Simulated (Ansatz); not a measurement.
Sheets of one type (M2XT2 MXene (fcc sites)-type), DFT-PBE in the program Ansatz with PAW potentials; HSE06 gaps on those cells.

| layer | a (Å) | thickness (Å) |
|---|---|---|
| Ta2NS2 | 3.314 | 5.45 |
| Ti2NS2 | ___ | ___ |
| Sc2NS2 | 3.332 | 5.88 |
| Ti2NTe2 | 3.313 | 6.20 |
| V2NS2 | 3.072 | 5.23 |
| Zr2NS2 | 3.439 | 5.73 |
| Hf2NS2 | 3.411 | 5.67 |

Fill in the missing entries.


- Ti2NS2, a (Å): 3.181
- Ti2NS2, thickness (Å): 5.42

Began spin-polarised and lost the moments: Ta2NS2, M2XT2 MXene (fcc sites)-type layer; Ti2NS2, M2XT2 MXene (fcc sites)-type layer; Sc2NS2, M2XT2 MXene (fcc sites)-type layer; Ti2NTe2, M2XT2 MXene (fcc sites)-type layer; V2NS2, M2XT2 MXene (fcc sites)-type layer; Zr2NS2, M2XT2 MXene (fcc sites)-type layer; Hf2NS2, M2XT2 MXene (fcc sites)-type layer. All cells were relaxed under the symmetry of their starts (and spin orders); stability against distortions was not tested throughout. Spin–orbit coupling is left out wherever it is not named. Constructed layers (a layer type filled with these elements): Ta2NS2, M2XT2 MXene (fcc sites)-type layer; Ti2NS2, M2XT2 MXene (fcc sites)-type layer; Sc2NS2, M2XT2 MXene (fcc sites)-type layer; Ti2NTe2, M2XT2 MXene (fcc sites)-type layer; V2NS2, M2XT2 MXene (fcc sites)-type layer; Zr2NS2, M2XT2 MXene (fcc sites)-type layer; Hf2NS2, M2XT2 MXene (fcc sites)-type layer.

Potentials: the later of the program's two PAW sets.
